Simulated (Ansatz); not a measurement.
Relaxed BaTiO$_{3}$ (tetragonal-perovskite type, space group P4mm):

```xyz
5
Lattice="3.9728 0.0000 0.0000 0.0000 3.9728 0.0000 0.0000 0.0000 4.1123" Properties=species:S:1:pos:R:3 pbc="T T T"
Ti     1.9864     1.9864     1.8599
Ba     0.0000     0.0000     3.8417
O      1.9864     1.9864     3.6816
O      1.9864     0.0000     1.6948
O      0.0000     1.9864     1.6948
```

In this cell atom 3 (O, nearest neighbour Ti at 1.822 Å; its periodic images, 4.0 Å or more away, move with it) is moved by s along Cartesian [111], unit vector (0.577, 0.577, 0.577); all other atoms and the cell stay fixed.

Level of theory: r2SCAN (plane waves to 500 eV, PAW, scalar-relativistic; Ansatz, an electronic-structure program). k mesh 7×7×7 (Γ-centred), Fermi-Dirac smearing 0.05 eV. E stands for the smeared free energy. Left out: 2 of 11 points, with atoms too close for the PAW data. BaTiO3 is run without spin polarisation. BaTiO3 was relaxed with its symmetry unable to fall. The PAW data are Ansatz's earlier set. ΔE is measured from the undisplaced structure.

```csv
s (Å),ΔE (meV/cell)
-0.216,228
-0.144,98
-0.072,24
0.000,0
0.072,22
0.144,85
0.216,186
0.288,320
0.360,486
```

### Question
What force constant k = d²E/ds² at s = 0 does the table give?

### Answer
8.9 eV/Å². It is the second difference of the nearest points, corrected with the next pair.

### Question
With k = 8.86 eV/Å² from the forces, is the well harmonic out to s = 0.360 Å?

### Answer
½ks² = 574 meV/cell against the computed 486 meV/cell, so the well is softer than harmonic there.

(A displaced cell: forces are minus the slopes of the energy, force constants its curvatures, and phonons follow from these.)
